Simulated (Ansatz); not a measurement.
Relaxed-ion elastic tensor of TaC (rock salt, Fm-3m) in GPa (Voigt order), PBE in the plane-wave PAW code Ansatz; density 14.30 g/cm³, 11.20 Å³ per atom.

```
723  125  125  0.0  0.0  0.0
125  723  125  0.0  0.0  0.0
125  125  723  0.0  0.0  0.0
0.0  0.0  0.0  178  0.0  0.0
0.0  0.0  0.0  0.0  178  0.0
0.0  0.0  0.0  0.0  0.0  178
```

Q: Is the crystal mechanically stable?

A: Yes: the smallest eigenvalue of C is 178 GPa.

Q: Work out the Voigt, Reuss and Hill averages.

A: K_V = 324, K_R = 324, K_H = 324; G_V = 227, G_R = 213, G_H = 220 GPa.

Q: Give Young's modulus, Poisson's ratio, Pugh's ratio and the universal anisotropy index.

A: E = 9KG/(3K + G) = 538 GPa; ν = 0.22; K/G = 1.48 (brittle by the Pugh limit of 1.75); A_U = 5G_V/G_R + K_V/K_R − 6 = 0.33.

Q: Estimate the sound speeds and the Debye temperature.

A: v_l = √((K + 4G/3)/ρ) = 6570 m/s, v_t = √(G/ρ) = 3920 m/s, mean 4340 m/s; Θ = (h/k)(3n/4πV)^(1/3) v_m = 577 K.

Q: Give the Zener ratio and Young's modulus along [100], [110] and [111].

A: A = 2C44/(C11 − C12) = 0.60; 1/E = S11 − 2(S11 − S12 − S44/2)Γ with Γ = 0, 1/4, 1/3 gives 686, 494, 452 GPa.

The PBE relaxation kept the symmetry of its start; phonons on a q-mesh show no instability. No spin polarisation was allowed. As this level gives no gap, shear constants depend on the k-mesh and smearing (Fermi–Dirac, 0.1 eV here). Scalar-relativistic: spin–orbit coupling is off unless named, which matters more the heavier the elements.

Potentials: the later of the program's two PAW sets.
